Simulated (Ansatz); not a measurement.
BaMgF4:
Space group Cmcm (No. 63); a = 4.1549 Å, b = 14.2790 Å, c = 5.7534 Å, α = β = γ = 90.00°

```
atom  site  symmetry       x       y       z
----  ----  --------  ------  ------  ------
Ba      4c       m2m  0.0000  0.1439  0.7500
Mg      4c       m2m  0.0000  0.5914  0.2500
F       8f       m..  0.0000  0.6869  0.0112
F       4b     2/m..  0.0000  0.5000  0.0000
F       4c       m2m  0.0000  0.0847  0.2500
```
(The calculation used a cell of 12 atoms; values per cell refer to that cell.)

Relaxed with r²SCAN.

Q: Tabulate the valence density and the electron localisation function along the shortest Mg–F contact (1.94 Å), the program Ansatz at the r²SCAN level (PAW).

A: 

```
distance from Mg (Å)  density (e/Å³)   ELF
--------------------  --------------  ----
0.19                           23.65  0.14
0.29                           17.03  0.22
0.39                           10.44  0.31
0.48                            5.28  0.35
0.58                            2.11  0.28
0.68                            0.71  0.14
0.77                            0.34  0.07
0.87                            0.32  0.08
0.97                            0.40  0.25
1.06                            0.58  0.55
1.16                            0.90  0.74
1.26                            1.44  0.80
1.35                            2.40  0.81
1.45                            4.00  0.79
1.55                            6.32  0.74
1.65                            9.13  0.66
1.74                           11.88  0.56
```

The density is the valence pseudo-density with augmentation charge, so density and ELF within about 1 Å of a nucleus are not all-electron values.

The workflow started from a Materials Project entry (that database holds measured and hypothetical structures alike); the Crystallography Open Database copy checked does not list it. COD files the formula under space group No. 36, so this cell is another polymorph or a model. Its standing as an ambient phase is unchecked. The r²SCAN relaxation kept the symmetry of its start; whether a distortion lowers the energy is not shown. Spin–orbit coupling is left out wherever it is not named.

Potentials: the earlier of the program's two PAW sets.
